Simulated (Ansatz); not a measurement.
Here is an unrelaxed guess for HfB.

```xyz
2
Lattice="2.9726 0.0000 0.0000 -1.4863 2.5744 0.0000 0.0000 0.0000 2.8940" Properties=species:S:1:pos:R:3 pbc="T T T"
Hf    0.0000    0.0000    0.0000
B     1.4863    0.8581    1.4470
```

Theory: DFT PBE, scalar-relativistic, plane waves, PAW (Ansatz 0.2.0). Cutoff 420 eV; k points 6×6×6 on the computed 2-atom cell (Γ-centred); Gaussian smearing, width 0.10 eV; no spin polarisation.

The zero of energy is the elements' standard structures at the same level; no fitted shifts are applied.

**Question.** Estimate its pressure, forces and energy as it stands.

**Answer.** The pressure is 73.1 GPa (the mean over three directions, positive in compression), the largest force is 0.00 eV/Å (symmetry fixes the atoms), and the energy is +0.90 eV/atom against the elements. The shortest distance is 2.24 Å.

**Question.** Is it a good guess?

**Answer.** A rough one: relaxing gains about 0.71 eV/atom (the start's value is from the coarse mesh, so the gain is rough) in 15 ionic steps and ends at +0.19 eV/atom on the finer mesh. The symmetry stays P-6m2 (No. 187). The end has the tungsten carbide type. The volume per atom grows by 36.1 %, from 11.1 to 15.1 Å³. The shortest distance goes from 2.24 Å (Hf–B) to 2.47 Å (Hf–B). The ratio c/a of the conventional cell changes by a factor of 0.87. Conventional cell: a = 3.455 Å, c = 2.916 Å. Hf has 6 B at 2.47 Å and 2 Hf at 2.92 Å; B has 6 Hf at 2.47 Å and 2 B at 2.92 Å.

The last run used an 18×18×20 mesh (in the run's order of axes) for its 2-atom cell and Gaussian smearing of 0.10 eV. Spin–orbit coupling, which can matter for Hf, is left out. The cell is a metal run without spin; a magnetic state may lie lower. The relaxation can't lower the symmetry of the start, and the grade says only how near the guess is to its own end. Symmetry constrained the relaxation, so the result can be a saddle point. Another cell of HfB relaxed alike, in Fm-3m, lies 0.61 eV/atom lower, so this cell isn't the stable form at this level.
